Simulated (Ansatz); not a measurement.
ScAl2 (cubic Laves (MgCu2 type), Fd-3m) at seven volumes, plane-wave PAW PBEsol (Ansatz code), scaled uniformly. One row is withheld.

```csv
V (Å³/atom),P (GPa)
16.168,10.53
16.701,6.48
17.234,3.00
17.767,0.01
18.300,-2.56
18.833,?
19.366,-6.66
```

**Question.** Fit the shown pressures and predict the withheld one.

**Answer.** Third-order Birch–Murnaghan: P = (3/2)B₀(x^(7/2) − x^(5/2))[1 + (3/4)(B′ − 4)(x − 1)] with x = (V₀/V)^(2/3). Least squares on the six rows gives V₀ = 17.769 Å³/atom, B₀ = 92.13 GPa, B′ = 4.04. At V = 18.833, x = 0.9620 and P = -4.76 GPa. The run itself gave -4.77 GPa.

The first step of the workflow began from a Materials Project structure, measured or hypothetical; the Crystallography Open Database copy checked does not list it. Whether it is the stable phase at ambient conditions was not checked. The cell was relaxed with PBEsol under the symmetry of its start; its stability against distortions is not shown here. No spin polarisation was allowed.

Potentials: the later of the program's two PAW sets.
